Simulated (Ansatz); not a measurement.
## SnSe — quadrupolar parameters

The cell is an entry of the Crystallography Open Database (COD) whose atoms were relaxed with PBE, the cell held.

Space group Pnma (No. 62); a = 11.4200, b = 4.1900, c = 4.4600 Å.

| site | Wyckoff | site symmetry | x | y | z |
| --- | --- | --- | --- | --- | --- |
| Sn | 4c | .m. | 0.1178 | 0.2500 | 0.1028 |
| Se | 4c | .m. | 0.3579 | 0.2500 | 0.0207 |

One atom of each set is listed.

Level of theory: DFT, PBE, plane waves and PAW, scalar-relativistic, 420 eV cutoff, Γ-centred 3×7×6 k-points, Fermi–Dirac smearing 0.02 eV (Ansatz 0.2.0).

C_Q = eQV_zz/h, which is 24.18 MHz for Q = 1 b and V_zz = 10²¹ V/m²; η = (V_xx − V_yy)/V_zz.

**Question.** Give the quadrupolar parameters of the distinct sites.

**Answer.** 

| site | atoms | first shell | V_zz (10²¹ V/m²) | η | C_Q (MHz) |
| --- | --- | --- | --- | --- | --- |
| Sn | 4 | 3 Se at 2.77–2.82 Å; also 2 Se at 3.35 Å | -9.45 | 0.24 | – |
| Se | 4 | 3 Sn at 2.77–2.82 Å; also 2 Sn at 3.35 Å | -5.18 | 0.03 | – |

Sn, Se have no stable isotope with a ground-state quadrupole moment in the table, so no C_Q is given.

Without spin–orbit coupling (the program notes it for Sn) the gradients can shift somewhat, as the gap is small.

The relaxation (5 steps) took 2.6 min of wall time (2.6 min of CPU time) and 0.71 GiB at its peak, on 1 thread of Arm Neoverse V1 (aarch64; 8 cores open to the job, memory cap 3.0 GiB, no GPU), a shared host with a load of 0.5 a core.
